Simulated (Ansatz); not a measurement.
## One input, then a changed one: TiN (rocksalt type)

First run: DFT, PBE, all-electron LAPW, scalar-relativistic (Ansatz 0.2.0).

Command: `ansatz run input.yaml --threads 1 --pin off --max-ram 3584MiB --backend cpu --events-out ev --progress --plain --runs-dir out` It took 84 s on 1 thread of Arm Neoverse V1 (shared host), peak memory 0.78 GiB.

```yaml
crystal:
  lattice:
    - [2.1236374924, 2.1236374924, 0.0]
    - [-2.1236374924, 2.1236374924, 0.0]
    - [0.0, 0.0, 4.2472749848]
  atoms:
    - { symbol: Ti, position: [0.0, 0.0, 0.0] }
    - { symbol: Ti, position: [0.5, 0.5, 0.5] }
    - { symbol: "N", position: [0.5, 0.5, 0.0] }
    - { symbol: "N", position: [0.0, 0.0, 0.5] }
kpoints:
  mp_grid: { grid: [12, 12, 9] }
scf:
  occupations: { method: fermi_dirac, width: 0.08 }
hamiltonian:
  xc: pbe
  pseudopotentials: { kind: all_electron, lapw: { basis_error: 0.001 } }
output:
  forces: true
  stress: true
  eigenvalues: true
```

The cell comes from a relaxation on PAW files under the same functional, begun from a prototype that needn't be the stable phase.

This run: bulk in the slab's orientation.

It converges in 10 SCF iterations at a pressure of 0.00 GPa.

The input is then changed:

```diff
   eigenvalues: true
+basis:
+  xc_grid: 2
```

**Question.** Predict the outcome of the changed run.

**Answer.** It converges in 10 SCF iterations at a pressure of 0.00 GPa, free energy 0.0 meV/atom against the first run's. Results part of its log:
```
SCF 1 converged in 10 iterations: F = -49453.831067 eV  dr2 = 2.21e-9
SCF converged after 10 iterations
Free energy (F): -49453.831067 eV
Harris-Foulkes:  -49453.831067 eV  (|F-HF|=3.51e-9)
Internal energy: -49453.796197 eV  (E = F + TS)
E sigma→0 (E₀):  -49453.813632 eV
Entropy (-TS):   -0.034871 eV (-8.718 meV/atom)
Fermi energy:    17.471729 eV
--- Per-component energies (eV) ---
  E_band       = -6673.577031
  E_kinetic    = 49894.137812
  E_xc         = -2674.396590
  E_electrostatic = -96673.537418  (all electrons and nuclei)
  E_smearing   = -0.034871  (= −TS)
  E_closure    = 0.000000  (closes the sum)
  E_atoms      = -49416.727131  (free atoms, spherical and without spin; not in F)
  Σ components = -49453.831067   (vs F -49453.831067, Δ=0.00e0)
  Basis errors (estimates in eV, not in F): energy 2.8e-4 per atom: plane waves 2.4e-4 (1.4e-4 summed), levels above the bands 1.7e-36, relativity 3.0e-8, radial functions 3.3e-5, core shells 8.6e-7; eigenvalues (radial functions only) 5.0e-6; not estimated: angular momenta, meshes, grids; target (lapw.basis_error) 1.0e-3; muffin-tin radii N 0.956 Å, Ti 1.168 Å
--- Forces (eV/Å), atoms counted from 1 ---
  atom   1  Ti    -0.00000000    -0.00000000     0.00000000
  atom   2  Ti    -0.00000000     0.00000000     0.00000000
  atom   3  N      0.00000000    -0.00000000     0.00000000
  atom   4  N     -0.00000000    -0.00000000     0.00000000
  max |Σ_I F_I| component: 3.65e-30 eV/Å
--- Stress (GPa, compression-positive) ---
       -0.047860       0.000000       0.000000
        0.000000      -0.047860       0.000000
        0.000000       0.000000       0.091402
  P = ⅓ Tr σ = -0.0014 GPa (-0.014 kbar)
--- Band table (eV; the first three rows and the last of 140) ---
  k-point 0: bands = ["-421.8841", "-421.8841", "-421.8830", "-421.8830", "-421.8830", "-421.8830", "-359.8179", "-359.8179", "-40.3538", "-40.2277", "-16.8756", "-16.5480", "-16.5480", "-16.3474", "-16.3449", "-16.3449", "0.4035", "1.8131", "11.6640", "14.2623", "14.2623", "14.4400", "15.4483", "15.4499", "15.4499", "16.8802", "16.8802", "16.8817", "18.0689", "18.0711", "19.1278", "19.8659", "19.8659", "21.0749", "22.8587"]
  k-point 1: bands = ["-421.8841", "-421.8841", "-421.8830", "-421.8830", "-421.8830", "-421.8830", "-359.8179", "-359.8179", "-40.3500", "-40.2315", "-16.8625", "-16.5419", "-16.5419", "-16.3664", "-16.3511", "-16.3511", "0.4829", "1.8232", "11.5478", "14.2432", "14.2432", "14.4991", "14.7849", "15.2312", "15.2312", "16.7871", "17.1870", "17.1870", "18.1005", "18.6488", "19.0931", "19.8765", "19.8765", "21.1568", "23.0920"]
  k-point 2: bands = ["-421.8841", "-421.8841", "-421.8830", "-421.8830", "-421.8830", "-421.8830", "-359.8179", "-359.8179", "-40.3391", "-40.2424", "-16.8239", "-16.5243", "-16.5243", "-16.4202", "-16.3687", "-16.3687", "0.7046", "1.8319", "11.2960", "13.6134", "14.2009", "14.2009", "14.6730", "14.8522", "14.8522", "16.5252", "17.8129", "17.8129", "18.1858", "18.9943", "19.5563", "19.8769", "19.8769", "21.2967", "23.7883"]
  k-point 139: bands = ["-421.8841", "-421.8841", "-421.8830", "-421.8830", "-421.8830", "-421.8830", "-359.8179", "-359.8179", "-40.2274", "-40.2274", "-16.7400", "-16.7400", "-16.6835", "-16.6835", "-16.5703", "-16.5703", "2.2558", "2.2558", "11.9198", "11.9198", "12.1546", "12.1546", "12.1908", "12.1908", "18.0060", "18.0060", "18.7678", "18.7678", "19.8708", "19.8708", "20.5704", "20.5704", "21.3360", "21.3360", "29.3199"]
```
